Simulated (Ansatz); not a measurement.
Given:

HgS:
Space group F-43m (No. 216); a = b = c = 5.876 Å, α = β = γ = 90.00°

```json
[
 {"atom": "Hg", "site": "4a", "symmetry": "-43m", "x": "0.0000", "y": "0.0000", "z": "0.0000"},
 {"atom": "S", "site": "4c", "symmetry": "-43m", "x": "0.2500", "y": "0.2500", "z": "0.2500"}
]
```
(The calculation used a cell of 2 atoms; values per cell refer to that cell.)

This is the PBEsol-relaxed structure.

**Question.** All from PBEsol (plane waves, PAW; program Ansatz), unless another level is named. Give the electronic character.

**Answer.** no gap, with almost no states at the Fermi level (zero-gap or semimetallic).

**Question.** Predict the formation energy from the elements (no fitted shifts).

**Answer.** -0.19 eV/atom.

**Question.** And the HSE06 gap on the PBEsol cell?

**Answer.** 0.41 eV (a hybrid on a coarse mesh can open a false gap in a semimetal).

**Question.** Predict the gap with spin–orbit coupling.

**Answer.** none (metallic).

The cell was relaxed with PBEsol under the symmetry of its start. The references are the lowest solids computed at this level, not always the standard phases. Scalar-relativistic: spin–orbit coupling is off unless named, which matters more the heavier the elements.

Potentials: the later of the program's two PAW sets.
